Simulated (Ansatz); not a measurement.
Rb2NaAlF6:
```yaml
crystal:
  lattice:
    - [0.00000, 4.13593, 4.13593]
    - [4.13593, 0.00000, 4.13593]
    - [4.13593, 4.13593, 0.00000]
  atoms:
    - { symbol: Rb, position: [0.75000, 0.75000, 0.75000] }
    - { symbol: Rb, position: [0.25000, 0.25000, 0.25000] }
    - { symbol: Na, position: [0.50000, 0.50000, 0.50000] }
    - { symbol: Al, position: [0.00000, 0.00000, 0.00000] }
    - { symbol: F, position: [0.77950, 0.22050, 0.22050] }
    - { symbol: F, position: [0.22050, 0.77950, 0.77950] }
    - { symbol: F, position: [0.22050, 0.77950, 0.22050] }
    - { symbol: F, position: [0.77950, 0.22050, 0.77950] }
    - { symbol: F, position: [0.22050, 0.22050, 0.77950] }
    - { symbol: F, position: [0.77950, 0.77950, 0.22050] }
```

r²SCAN (plane waves, PAW; program Ansatz) gives a gap of 8.15 eV without spin–orbit coupling, maximum at Γ, minimum at Γ.

Q: What happens when spin–orbit coupling is switched on?

A: The gap decreases by 0.01 eV, to 8.14 eV; maximum at Γ, minimum at Γ.

Q: How large is the spin–orbit splitting of the valence top at Γ?

A: The fourfold level lies 0.03 eV above the split-off pair.

Q: Give the electron effective mass with spin–orbit coupling.

A: 0.49 mₑ (isotropic).

Q: Give the hole effective mass with spin–orbit coupling, band 1 of 2 at the edge.

A: 8.1 along [100], 6.0 along [110], 5.1 along [111] (mₑ).

Q: Give the hole effective mass with spin–orbit coupling, band 2 of 2 at the edge.

A: 3.2 along [100], 3.7 along [110], 4.1 along [111] (mₑ).

Space group Fm-3m. The workflow started from a Materials Project entry (that database holds measured and hypothetical structures alike); the Crystallography Open Database copy checked does not list it. Its standing as an ambient phase is unchecked. The cell was relaxed with r²SCAN under the symmetry of its start; its stability against distortions is not shown here.

Potentials: the later of the program's two PAW sets.
